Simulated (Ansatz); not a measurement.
ScB:
Space group Fm-3m (No. 225); a = b = c = 4.8872 Å, α = β = γ = 90.00°

| atom | site | symmetry | x | y | z |
|---|---|---|---|---|---|
| B | 4a | m-3m | 0.0000 | 0.0000 | 0.0000 |
| Sc | 4b | m-3m | 0.5000 | 0.5000 | 0.5000 |
(The calculation used a cell of 2 atoms; values per cell refer to that cell.)

Relaxed with PBEsol.

**Question.** Decompose the optical modes at the zone centre into irreducible representations, and say which are infrared and Raman allowed.

**Answer.** Point group m-3m: Γ_opt = T1u. Infrared: T1u. Raman: none.

**Question.** Assign frequencies (DFPT, plane-wave PAW PBEsol (Ansatz code)).

**Answer.** T1u 418 cm⁻¹.

The cell is a constructed one: a structure type filled with these elements; neither database checked (COD, Materials Project) lists it. Whether it is the stable phase at ambient conditions was not checked. The PBEsol relaxation kept the symmetry of its start. At this level the phase is mechanically unstable. No spin polarisation was allowed. As this level gives no gap, phonon frequencies hold no LO–TO term and depend on the k-mesh and smearing (Fermi–Dirac, 0.1 eV here).

Potentials: the earlier of the program's two PAW sets. The files were generated under PBE; for other functionals the program regenerates the frozen cores, and for LDA and PBEsol the local potential too.
